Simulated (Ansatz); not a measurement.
Given:

Re3W:
Space group I4/mmm (No. 139); a = b = 3.905 Å, c = 7.824 Å, α = β = γ = 90.00°

```tsv
atom	site	symmetry	x	y	z
Re	4d	-4m2	0.0000	0.5000	0.2500
Re	2b	4/mmm	0.0000	0.0000	0.5000
W	2a	4/mmm	0.0000	0.0000	0.0000
```
(The calculation used a cell of 4 atoms; values per cell refer to that cell.)

This is the PBEsol-relaxed structure.

Q: All from DFT-PBEsol in the program Ansatz with PAW potentials, unless another level is named. Give the formation energy from the elements (no fitted shifts).

A: 0.14 eV/atom.

Q: And the density of states at the Fermi level?

A: 0.77 states/eV per atom (mean over ±0.08 eV).

The first step of the workflow began from a Materials Project structure, measured or hypothetical; the Crystallography Open Database copy checked does not list it. Its standing as an ambient phase is unchecked. Symmetry was held in the PBEsol relaxation; whether a distortion lowers the energy is not shown. The run is not spin-polarised. Axis ratios of metals converge slowly with the k-mesh, so a and c are less sure than the volume. The references are the lowest solids computed at this level, not always the standard phases. Spin–orbit coupling is left out wherever it is not named.

Potentials: the later of the program's two PAW sets.
